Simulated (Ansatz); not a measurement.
**NaSbBr$_{6}$: reading a single point**

```
Sb Na Br
1.0
     0.00000    5.16467    5.16467
     5.16467    0.00000    5.16467
     5.16467    5.16467    0.00000
Sb Na Br
1 1 6
Direct
  0.00000 0.00000 0.00000
  0.50000 0.50000 0.50000
  0.77400 0.22600 0.22600
  0.22600 0.77400 0.22600
  0.22600 0.77400 0.77400
  0.77400 0.22600 0.77400
  0.22600 0.22600 0.77400
  0.77400 0.77400 0.22600
```

Single point in Ansatz 0.2.0 with PBE, no spin polarisation. Cutoff 420 eV, PAW datasets, 5×5×5 Γ-centred k mesh, fermi-dirac filling (width 0.1 eV).

Question: Which element gives electrons and which takes them?

Answer: Bader charges in e: Na +0.87, Sb +2.12, Br -0.50. In the mean Sb gives up most and Br takes most.

Question: Is it stable against the elements?

Answer: -0.18 eV an atom against the elements' usual phases (free molecules for gases, crystals otherwise, with no correction for O₂ or N₂), so it is bound against them; other compounds may still compete. Relaxing would lower it.

Question: Which orbitals make up the band edges?

Answer: Within 0.7 eV of the edges, the states project mainly on Br p (99 %) below the gap and on Br p (46 %) and Sb s (30 %) above it.

Question: Metal or insulator? Give the gap.

Answer: The gap is 0.99 eV, direct at the points sampled.

Question: Is the cell too large or too small?

Answer: The pressure is 13.2 GPa (compression positive), so with the atoms held at these fractions the cell would first expand; the forces are large, so a full relaxation may end otherwise.

Origin: a known structure type with other elements, at an estimated volume, so it need not be a known compound. Caveats: the exchange-correlation potential is rough where the density is thin; no spin-orbit coupling, which can shift this gap by tenths of an eV; atoms or cell far from equilibrium.
